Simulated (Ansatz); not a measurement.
**LiCu$_{3}$S$_{4}$: reading a single point**

```yaml
crystal:
  lattice:
    - [0.00000, 5.26624, 0.00000]
    - [5.26624, 0.00000, 0.00000]
    - [2.63312, 2.63312, -5.24679]
  atoms:
    - { symbol: Cu, position: [0.50000, 0.50000, 0.00000] }
    - { symbol: Li, position: [0.00000, 0.00000, 0.00000] }
    - { symbol: S, position: [0.61081, 0.61081, 0.26258] }
    - { symbol: S, position: [0.38919, 0.87339, 0.73742] }
    - { symbol: S, position: [0.12661, 0.12661, 0.26258] }
    - { symbol: S, position: [0.87339, 0.38919, 0.73742] }
    - { symbol: Cu, position: [0.75000, 0.25000, 0.50000] }
    - { symbol: Cu, position: [0.25000, 0.75000, 0.50000] }
```

Method: r2SCAN, no spin polarisation; PAW, plane waves to 500 eV, 7×7×7 Γ-centred mesh, fermi-dirac occupations (width 0.1 eV) (Ansatz 0.2.0), atoms fixed.

Describe some of the short contacts.

S–Cu at 2.24 Å: least valence density 0.58 e/Å³ and ELF 0.27 there. Li–S at 2.36 Å: least valence density 0.14 e/Å³ and ELF 0.04 there. These are pseudo-fields; inside the PAW spheres they differ from the all-electron ones.

What is the formation energy?

-0.38 eV an atom against the elements' usual phases (free molecules for gases, crystals otherwise, with no correction for O₂ or N₂), so it is bound against them; other compounds may still compete. Relaxing would lower it.

Where is the largest force?

The largest is on S5 (and as large on other atoms): 0.40 eV/Å, components (0.28, 0.28, 0.00). It makes 91° with the line to a nearest neighbour, Cu7 at 2.24 Å.

What happens at the Fermi level?

It is a metal, with about 6.1 states/eV a cell as the mean within 0.25 eV of the Fermi level, mostly S p (63 %) and Cu d (33 %).

Is the cell too large or too small?

The pressure is -1.7 GPa (compression positive), so with the atoms held at these fractions the cell would first shrink.

Origin: a known structure type with other elements, at an estimated volume, so it need not be a known compound. Caveats: many states at the Fermi level without spin polarisation, so a magnetic state may lie lower.
